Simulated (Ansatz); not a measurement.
Geometry optimisation in Ansatz: input, command and trajectory.

```yaml
crystal:
  lattice:
    - [0.0, 0.0, 5.1783614985]
    - [-3.1845853157, -5.5158635678, 0.0]
    - [6.3691706314, 0.0, 0.0]
  atoms:
    - { symbol: Ga, position: [0.4958347206, 0.3305651568, 0.1649654698] }
    - { symbol: Ga, position: [0.4983713789, 0.3311564645, 0.6657349809] }
    - { symbol: Ga, position: [0.4994514494, 0.8314333108, 0.1660646628] }
    - { symbol: Ga, position: [0.4994747025, 0.8314437279, 0.6657464918] }
    - { symbol: Ga, position: [1.0005264115, 0.1597501702, 0.8285102288] }
    - { symbol: Ga, position: [1.0031400251, 0.1613042722, 0.333449389] }
    - { symbol: Ga, position: [1.0006341807, 0.6650412805, 0.8328379006] }
    - { symbol: Ga, position: [0.9967584044, 0.6654986628, 0.3369208341] }
    - { symbol: C, position: [0.8683517329, 0.3294876547, 0.1623877777] }
    - { symbol: "N", position: [0.8751066948, 0.3325301201, 0.6665624113] }
    - { symbol: "N", position: [0.8754094471, 0.8305255293, 0.1646315825] }
    - { symbol: "N", position: [0.8753749731, 0.8306002951, 0.6666164736] }
    - { symbol: "N", position: [0.374309194, 0.1624398699, 0.8282084548] }
    - { symbol: "N", position: [0.3743347964, 0.1624043757, 0.3345733738] }
    - { symbol: "N", position: [0.3765138729, 0.664681215, 0.8325184245] }
    - { symbol: "N", position: [0.3739131176, 0.6700374997, 0.3352206136] }
  host:
    lattice:
      - [3.1845853157, 0.0, 0.0]
      - [-1.5922926579, 2.7579317839, 0.0]
      - [0.0, 0.0, 5.1783614985]
    atoms:
      - { symbol: Ga, position: [0.6666666667, 0.3333333333, 0.4988919422] }
      - { symbol: Ga, position: [0.3333333333, 0.6666666667, 0.9988919422] }
      - { symbol: "N", position: [0.6666666667, 0.3333333333, 0.8761080578] }
      - { symbol: "N", position: [0.3333333333, 0.6666666667, 0.3761080578] }
total_charge: -1
basis:
  ecutwfc: 420
  xc_grid: 2
kpoints:
  mp_grid: { grid: [2, 2, 2], shift: [0.0, 0.0, 0.0] }
hamiltonian:
  xc: hse06
scf:
  occupations: { method: gaussian, width: 0.01 }
output:
  forces: true
  stress: false
  eigenvalues: true
  charged_corrections:
    defect_position: [0.87610806, 0.33333333, 0.16666667]
    epsilon: [[9.2487, 0.0, 0.0], [0.0, 9.2487, 0.0], [0.0, 0.0, 10.2598]]
  write_density: true
  write_potential: true
  elf: true
  volumetric_format: npy
relax:
  adjacent_minimum: "off"
  f_tol: 0.025
  max_steps: 45
```

```bash
ansatz run input.yaml --threads 8 --pin off --max-ram 20480MiB --backend cpu --events-out ev --progress --plain --runs-dir out
```

Method: DFT HSE06, scalar-relativistic, plane waves, PAW (Ansatz).

The cell holds a point defect: C on a N site (b), charge −1.

Of 5 frames 5 are shown, positions in Å and forces in eV/Å; the SCF threshold varies from step to step.

```xyz
16
Lattice="0.0000 0.0000 5.1784 -3.1846 -5.5159 0.0000 6.3692 0.0000 0.0000" Properties=species:S:1:pos:R:3:forces:R:3 pbc="T T T" step=1 free_energy_over_end_meV_per_atom=9.95
Ga   -0.0020   -1.8234    2.5676    0.0304   -0.1049    0.3416
Ga    3.1856   -1.8266    2.5807    0.0057    0.2719    0.3960
Ga   -1.5901   -4.5861    2.5863    0.2469   -0.1169    0.2828
Ga    1.5924   -4.5861    2.5865   -0.2340   -0.1265    0.2033
Ga    4.7682   -0.8812    5.1811    0.8720   -0.9762   -0.6405
Ga    1.6101   -0.8897    5.1946   -1.1476   -0.7891   -1.0119
Ga    3.1866   -3.6683    5.1816    0.1480    0.1471   -0.4362
Ga    0.0266   -3.6708    5.1616   -0.5123    1.2199   -0.3677
C    -0.0150   -1.8174    4.4966    0.3836    0.0439    0.9674
N     3.1865   -1.8342    4.5316   -0.0464    0.1262    0.1133
N    -1.5963   -4.5811    4.5332    0.1832    0.0576    0.0765
N     1.6007   -4.5815    4.5330    0.0682    0.0865   -0.0409
N     4.7577   -0.8960    1.9383   -0.2217    0.1814    0.0248
N     1.6138   -0.8958    1.9384    0.1868    0.1066    0.1486
N     3.1857   -3.6663    1.9497   -0.0253   -0.0300   -0.0134
N     0.0013   -3.6958    1.9363    0.0624   -0.0976   -0.0437
16
Lattice="0.0000 0.0000 5.1784 -3.1846 -5.5159 0.0000 6.3692 0.0000 0.0000" Properties=species:S:1:pos:R:3:forces:R:3 pbc="T T T" step=2 free_energy_over_end_meV_per_atom=1.08
Ga    0.0007   -1.8215    2.5806    0.0128   -0.0744   -0.0282
Ga    3.1861   -1.8169    2.5923    0.0026    0.0817    0.0369
Ga   -1.5818   -4.5885    2.5941    0.0684   -0.0362   -0.0007
Ga    1.5869   -4.5880    2.5978   -0.0712   -0.0414   -0.0223
Ga    4.7960   -0.9083    5.1637    0.1527   -0.2661   -0.1739
Ga    1.5787   -0.9103    5.1682   -0.2990   -0.2473   -0.3320
Ga    3.1897   -3.6637    5.1701   -0.0082    0.0252   -0.1299
Ga    0.0125   -3.6418    5.1577   -0.2126    0.2603   -0.0599
C    -0.0042   -1.8230    4.5069    0.1450    0.0535    0.4292
N     3.1839   -1.8261    4.5384    0.0314    0.0251   -0.0179
N    -1.5917   -4.5853    4.5384    0.0726    0.0884   -0.0125
N     1.5920   -4.5829    4.5454    0.1222    0.0397   -0.1389
N     4.7565   -0.8926    1.9313   -0.0437    0.0338    0.1432
N     1.6168   -0.8938    1.9267    0.0250    0.0311    0.2504
N     3.1862   -3.6647    1.9505    0.0108   -0.0092    0.0288
N     0.0036   -3.6928    1.9352   -0.0032    0.0374    0.0369
16
Lattice="0.0000 0.0000 5.1784 -3.1846 -5.5159 0.0000 6.3692 0.0000 0.0000" Properties=species:S:1:pos:R:3:forces:R:3 pbc="T T T" step=3 free_energy_over_end_meV_per_atom=0.02
Ga    0.0023   -1.8243    2.5908   -0.0003    0.0018    0.0134
Ga    3.1869   -1.8138    2.5912   -0.0005    0.0074    0.0065
Ga   -1.5801   -4.5882    2.5912    0.0065   -0.0019    0.0071
Ga    1.5844   -4.5883    2.5904   -0.0013   -0.0029    0.0151
Ga    4.8007   -0.9179    5.1595    0.0204   -0.0081   -0.0162
Ga    1.5725   -0.9174    5.1602   -0.0180   -0.0091   -0.0194
Ga    3.1865   -3.6634    5.1578    0.0031    0.0004    0.0110
Ga    0.0026   -3.6368    5.1586    0.0028    0.0212   -0.0123
C     0.0022   -1.8234    4.5276    0.0007   -0.0044    0.0155
N     3.1864   -1.8243    4.5350    0.0006    0.0136    0.0378
N    -1.5894   -4.5822    4.5351    0.0088   -0.0094    0.0336
N     1.5935   -4.5829    4.5344   -0.0066   -0.0023    0.0397
N     4.7578   -0.8932    1.9397   -0.0071    0.0033   -0.0330
N     1.6161   -0.8930    1.9403    0.0032    0.0018   -0.0372
N     3.1870   -3.6636    1.9464   -0.0043    0.0007   -0.0217
N     0.0022   -3.6874    1.9391   -0.0002   -0.0060   -0.0255
16
Lattice="0.0000 0.0000 5.1784 -3.1846 -5.5159 0.0000 6.3692 0.0000 0.0000" Properties=species:S:1:pos:R:3:forces:R:3 pbc="T T T" step=4 free_energy_over_end_meV_per_atom=0.02
Ga    0.0023   -1.8243    2.5908    0.0010   -0.0005    0.0209
Ga    3.1869   -1.8138    2.5912    0.0001    0.0099    0.0058
Ga   -1.5801   -4.5882    2.5912    0.0080   -0.0017    0.0051
Ga    1.5844   -4.5883    2.5904   -0.0032   -0.0031    0.0097
Ga    4.8007   -0.9179    5.1595    0.0243   -0.0157   -0.0196
Ga    1.5725   -0.9174    5.1602   -0.0231   -0.0149   -0.0258
Ga    3.1865   -3.6634    5.1578    0.0007    0.0007    0.0014
Ga    0.0026   -3.6368    5.1586   -0.0051    0.0258   -0.0116
C     0.0022   -1.8234    4.5276    0.0015   -0.0041    0.0179
N     3.1864   -1.8243    4.5350    0.0010    0.0140    0.0379
N    -1.5894   -4.5822    4.5351    0.0094   -0.0089    0.0337
N     1.5935   -4.5829    4.5344   -0.0060   -0.0023    0.0386
N     4.7578   -0.8932    1.9397   -0.0071    0.0035   -0.0318
N     1.6161   -0.8930    1.9403    0.0032    0.0020   -0.0350
N     3.1870   -3.6636    1.9464   -0.0044    0.0006   -0.0224
N     0.0022   -3.6874    1.9391   -0.0003   -0.0054   -0.0249
16
Lattice="0.0000 0.0000 5.1784 -3.1846 -5.5159 0.0000 6.3692 0.0000 0.0000" Properties=species:S:1:pos:R:3:forces:R:3 pbc="T T T" step=5 free_energy_over_end_meV_per_atom=0.00
Ga    0.0022   -1.8244    2.5908    0.0001    0.0003    0.0027
Ga    3.1868   -1.8128    2.5915    0.0000    0.0004   -0.0011
Ga   -1.5799   -4.5883    2.5915    0.0005   -0.0002   -0.0008
Ga    1.5843   -4.5883    2.5915   -0.0003   -0.0004   -0.0011
Ga    4.8021   -0.9185    5.1585   -0.0033    0.0022    0.0011
Ga    1.5714   -0.9185    5.1585    0.0035    0.0024    0.0014
Ga    3.1867   -3.6631    5.1585    0.0001    0.0000    0.0011
Ga    0.0022   -3.6364    5.1584    0.0005   -0.0032    0.0005
C     0.0022   -1.8244    4.5274   -0.0002   -0.0003   -0.0067
N     3.1868   -1.8234    4.5366   -0.0002   -0.0001    0.0014
N    -1.5891   -4.5829    4.5366   -0.0002   -0.0002    0.0014
N     1.5935   -4.5829    4.5366   -0.0001   -0.0002    0.0014
N     4.7578   -0.8929    1.9382   -0.0005    0.0002    0.0004
N     1.6158   -0.8929    1.9382    0.0001   -0.0001    0.0001
N     3.1868   -3.6631    1.9464    0.0000   -0.0001   -0.0021
N     0.0022   -3.6876    1.9381    0.0000   -0.0008    0.0006
```

It took 55 s on 8 threads of Intel(R) Xeon(R) Platinum 8488C (Sapphire Rapids), with other jobs on the host, peak memory 2.5 GiB.